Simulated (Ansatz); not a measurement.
HgO:
```yaml
crystal:
  lattice:
    - [3.52143, 0.00000, 0.00000]
    - [-1.76071, 3.04965, 0.00000]
    - [0.00000, 0.00000, 8.61737]
  atoms:
    - { symbol: Hg, position: [0.24604, 0.24604, 0.50000] }
    - { symbol: Hg, position: [0.75396, 0.00000, 0.83333] }
    - { symbol: Hg, position: [0.00000, 0.75396, 0.16667] }
    - { symbol: O, position: [0.53477, 0.53477, 0.00000] }
    - { symbol: O, position: [0.46523, 0.00000, 0.33333] }
    - { symbol: O, position: [0.00000, 0.46523, 0.66667] }
```

Relaxed with LDA. Special points in fractions of this cell's reciprocal vectors: Γ (0.000, 0.000, 0.000); M (0.500, 0.000, 0.000); K (0.333, 0.333, 0.000); A (0.000, 0.000, 0.500); L (0.500, 0.000, 0.500); H (0.333, 0.333, 0.500).

**Question.** List the band energies nearest the valence-band maximum at these points for LDA in the plane-wave PAW code Ansatz.

**Answer.** In eV from the valence-band maximum; about four levels below and three above (degenerate sets whole), none deeper than 8.9 eV; points with the same levels are listed once.

```tsv
k	below	above
Γ	-1.92 -1.92 -0.57 -0.20 -0.20	1.35 3.43 3.43
M	-1.30 -0.88 -0.50 -0.48	3.21 3.99 4.16
K	-2.22 -2.22 -1.14 -0.62 -0.62	4.44 4.69 4.69
A	-1.60 -1.60 -0.61 -0.22 -0.22	2.01 2.01 3.89
L	-1.69 -1.27 -0.57 -0.31	3.15 3.80 4.28
H	-2.01 -1.52 -1.52 -0.13	4.59 4.59 4.75
```

Space group P3_121. The first step of the workflow began from a Materials Project structure, measured or hypothetical; the Crystallography Open Database copy checked does not list it. COD files the formula under space group No. 44, 62, so this cell is another polymorph or a model. Whether it is the stable phase at ambient conditions was not checked. The cell was relaxed with LDA under the symmetry of its start; its stability against distortions is not shown here. A crystal of weakly bound chains computed without a dispersion correction: the cell and the soft elastic constants depend strongly on that. Spin–orbit coupling is left out wherever it is not named.

Potentials: the later of the program's two PAW sets.
